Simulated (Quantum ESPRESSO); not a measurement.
# Moving one atom in PAlSi2C4

The results below are calculated, not measured. They come from pw.x of Quantum ESPRESSO 7.5, a plane-wave density functional program, with PseudoDojo standard norm-conserving files (v0.5 for PBE, v0.4.1 for LDA and PBEsol). The cells are made up: elements, strain and atom displacements were drawn at random, and nothing was relaxed. There is no spin polarisation, spin-orbit coupling or dispersion term.

The cell has 8 sites of a zincblende or diamond lattice. Sites 1 to 4 hold P Al Si Si; sites 5 to 8 hold C C C C. Cell vectors in Å: (4.518, -0.035, -0.045); (-0.035, 4.509, -0.053); (-0.045, -0.053, 4.447). Settings: PBE, cutoff 1116 eV, 4 x 4 x 4 k mesh shifted by half a step, Fermi-Dirac smearing of 0.025 eV.

Each run shifts the C atom on site 5 along y and leaves all else fixed. Site 1 is one of its nearest neighbours. E is the free energy of the cell above the lowest run shown.

```
run  shift (Å)  Fy on site 5 (eV/Å)  Fy on site 1 (eV/Å)  P (GPa)  E (meV)
  1    -0.0921               -0.102               -0.105    -9.63      0.0
  2    -0.0633               -0.649                0.036    -9.57     10.8
  4    -0.0281               -1.316                0.198    -9.43     45.4
  5     0.0343               -2.489                0.451    -8.99    164.2
  6     0.0445               -2.678                0.488    -8.89    190.6
  7     0.0729               -3.200                0.586    -8.60    274.0
  3    -0.0428                    ?                    ?        ?        ?
```

A rerun of one of these cells at 1347 eV and k mesh 6 x 6 x 6 moved values by no more than 0.007 eV in the cell's energy, 0.06 GPa in stress and 0.002 eV/Å in force.

## Worked fit

A parabola through the six runs shown gives Fy on site 5 = -1.846 - 18.75 u + 2.2 u² eV/Å, with u in Å and a scatter of 0.003 eV/Å. Minus the slope, 18.75 ± 0.07 eV/Å², is this atom's force constant along y at u = 0, with its periodic images moving too. The fitted force does not vanish within the range. The error is the larger of the fit's own and the change that a cubic makes, rounded up.

## Withheld run

Question: what Fy on site 5 should run 3 give?

The fit gives -1.039 eV/Å. The calculation gave -1.038 eV/Å.

| run | shift (Å) | Fy on site 5 (eV/Å) | Fy on site 1 (eV/Å) | P (GPa) | E (meV) |
| --- | --- | --- | --- | --- | --- |
| 3 | -0.0428 | -1.038 | 0.132 | -9.50 | 28.1 |